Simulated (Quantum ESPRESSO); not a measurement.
Inputs of pw.x and gipaw.x (a modified build of Quantum ESPRESSO, PBE) for K₂S; the starting potential comes from an earlier run on another mesh:

```
&CONTROL
  calculation = 'scf'
  prefix = 'x'
  pseudo_dir = './pseudo'
  outdir = './out'
  tprnfor = .true.
/
&SYSTEM
  ibrav = 0
  nat = 3
  ntyp = 2
  ecutwfc = 40
  ecutrho = 160
  occupations = 'fixed'
  nbnd = 12
/
&ELECTRONS
  conv_thr = 1e-11
  startingpot = 'file'
/
ATOMIC_SPECIES
K 39.098 K.GGA_PBE-JTH.UPF
S 32.060 S.GGA_PBE-JTH.UPF
CELL_PARAMETERS angstrom
    0.000000000000     3.695500000000     3.695500000000
    3.695500000000     0.000000000000     3.695500000000
    3.695500000000     3.695500000000     0.000000000000
ATOMIC_POSITIONS crystal
K      0.250000000000     0.250000000000     0.250000000000
K      0.750000000000     0.750000000000     0.750000000000
S      0.000000000000     0.000000000000     0.000000000000
K_POINTS automatic
4 4 4 1 1 1
```

```
&INPUTGIPAW
  job = 'nmr'
  prefix = 'x'
  tmp_dir = './out/'
  restart_mode = 'from_scratch'
  pawproj(1) = .true.
  pawproj(2) = .true.
  use_nmr_macroscopic_shape = .false.
/
```

The cell was made here from an entry of the Crystallography Open Database (unchecked): atoms relaxed with PBE in the measured cell (PBE without dispersion, pw.x of Quantum ESPRESSO, symmetry kept).  Stability against distortions was not tested.

Q: Give the final section of the GIPAW output.

A: 
```
     Total NMR chemical shifts in ppm: ---------------------------------------
     (adopting the Simpson convention for anisotropy and asymmetry)-----------

     Atom  1  K   pos: (  0.353553  0.353553  0.353553)  Total sigma:        1045.13
          1045.1280         -0.0000         -0.0000
            -0.0000       1045.1280         -0.0000
            -0.0000         -0.0000       1045.1280

     K       1    anisotropy:      0.00    eta:    0.0000
     K       1    sigma_11=   1045.13
     K       1    sigma_22=   1045.13
     K       1    sigma_33=   1045.13

     Atom  2  K   pos: (  1.060660  1.060660  1.060660)  Total sigma:        1045.13
          1045.1280         -0.0000         -0.0000
             0.0000       1045.1280          0.0000
            -0.0000          0.0000       1045.1280

     K       2    anisotropy:      0.00    eta:    0.0000
     K       2    sigma_11=   1045.13
     K       2    sigma_22=   1045.13
     K       2    sigma_33=   1045.13

     Atom  3  S   pos: (  0.000000  0.000000  0.000000)  Total sigma:         577.58
           577.5759          0.0000         -0.0000
             0.0000        577.5759          0.0000
            -0.0000          0.0000        577.5759

     S       3    anisotropy:      0.00    eta:    0.0000
     S       3    sigma_11=    577.58
     S       3    sigma_22=    577.58
     S       3    sigma_33=    577.58
```
The printed anisotropy is 3/2 (σ_33 − σ_iso) in the program's own order; the axes are left out here. All sites are cubic, so the anisotropy vanishes by symmetry. These are absolute shieldings with no macroscopic susceptibility term; δ = σ_ref − σ needs a reference computed alike. By our sweeps, such settings leave a few ppm in absolute σ. The datasets of S hold no d projectors, which limits absolute σ on these atoms. Static lattice: thermal averaging is not included.
